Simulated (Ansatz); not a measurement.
A relaxed cell of BaHf₃O₂ is given with its symmetry left out. The cell was found from a structure generator's guess, not taken from experiment.

All numbers below come from DFT PBE, scalar-relativistic, plane waves, PAW in Ansatz 0.2.0. Cutoff 420 eV, Γ-centred mesh, Gaussian smearing, no spin polarisation.

```
Ba Hf O
1.0
     3.16703    0.00000    0.00000
     0.00000    3.16703    0.00000
     0.00000    0.00000   10.79913
Ba Hf O
1 3 2
Direct
  0.00000 0.00000 0.50000
  0.50000 0.50000 0.79046
  0.50000 0.50000 0.20954
  0.00000 0.00000 0.00000
  0.00000 0.00000 0.22939
  0.00000 0.00000 0.77061
```

The zero of energy is the elements' standard structures at the same level (O₂ as a molecule); no fitted shifts are applied.

(1) Find its symmetry and describe it.

(2) How far does it lie from the elements in energy?

(3) Is it a metal?

Results:

(1) P4/mmm (No. 123). Conventional cell: a = 3.167 Å, c = 10.799 Å. Ba is surrounded by 2 O at 2.92 Å, 4 Ba at 3.17 Å, 8 Hf at 3.85 Å, 8 O at 4.31 Å and 4 Ba at 4.48 Å; around Hf on a site of symmetry 4mm lie 4 O at 2.25 Å, 8 Hf at 3.17–3.18 Å and 4 Ba at 3.85 Å; Hf on a site of symmetry 4/mmm has 2 O at 2.48 Å and 12 Hf at 3.17–3.18 Å; O has 4 Hf at 2.25 Å, 1 Hf at 2.48 Å and 1 Ba at 2.92 Å.

(2) −1.48 eV/atom. Whether it is stable depends on the other phases of the system, which aren't compared here.

(3) Yes, bands cross the Fermi level on the 12×12×4 mesh.

The last run used a 12×12×4 mesh (in the run's order of axes) for its 6-atom cell and Gaussian smearing of 0.10 eV. These runs have no spin–orbit coupling, which can matter for Hf. Symmetry constrained the relaxation, so the result can be a saddle point.
